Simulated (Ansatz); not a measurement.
BAs:
```
CELL_PARAMETERS angstrom
      3.42908     0.00000     0.00000
     -1.71454     2.96967     0.00000
      0.00000     0.00000     7.40282
ATOMIC_POSITIONS crystal
  B  0.00000 0.50000 0.33333
  B  0.50000 0.50000 0.66667
  B  0.50000 0.00000 0.00000
  As 0.00000 0.50000 0.83333
  As 0.50000 0.50000 0.16667
  As 0.50000 0.00000 0.50000
```

The program Ansatz at the PBEsol level (PAW) gives a gap of 0.31 eV without spin–orbit coupling, maximum at Γ, minimum at M.

Task: What happens when spin–orbit coupling is switched on?

Result: The gap falls by 0.01 eV, to 0.30 eV; maximum at Γ, minimum at M.

Task: Give the electron effective mass with spin–orbit coupling.

Result: 0.19, 0.32, 0.32 mₑ (principal values).

Space group P6_422. The start of the workflow was typed in or built on a structure type; neither database checked (COD, Materials Project) lists it. It is not the phase usual at ambient conditions (space group No. 216). The cell was relaxed with PBEsol under the symmetry of its start; of distortions, only those at the zone centre were tested. Its formation energy is positive at this level, so the cell may be metastable or incomplete.

Potentials: the later of the program's two PAW sets.
